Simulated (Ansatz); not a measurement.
Y$_{2}$B, first-principles data

Y2B:
```
Y2B
1.0
    1.88215     1.08666     6.30667
   -1.88215     1.08666     6.30667
    0.00000    -2.17332     6.30667
Y B
2 1
Direct
  0.74098   0.74098   0.74098
  0.25902   0.25902   0.25902
  0.00000   0.00000   0.00000
```

Space group R-3m (No. 166); conventional cell a = b = 3.764 Å, c = 18.920 Å, α = β = 90.00°, γ = 120.00°.

Method: DFT-PBE in the program Ansatz with PAW potentials. The cell and atoms are relaxed at this level. Other levels are named where they apply.

### Cell and energy

* **Volume per atom**: 25.80 Å³
* **Density**: 4.05 g/cm³
* **Formation energy from the elements (no fitted shifts)**: 3.1 kJ/mol-atom

### Electronic structure

- Electronic character: metallic (no gap)
- Density of states at the Fermi level: 2.6 states/eV per atom (mean over ±0.08 eV)

The start of the workflow was typed in or built on a structure type; neither database checked (COD, Materials Project) lists it. Its standing as an ambient phase is unchecked. The cell was relaxed with PBE under the symmetry of its start; its stability against distortions is not shown here. The run is not spin-polarised. The references are the lowest solids computed at this level, not always the standard phases. Spin–orbit coupling is left out wherever it is not named.

Potentials: the earlier of the program's two PAW sets.
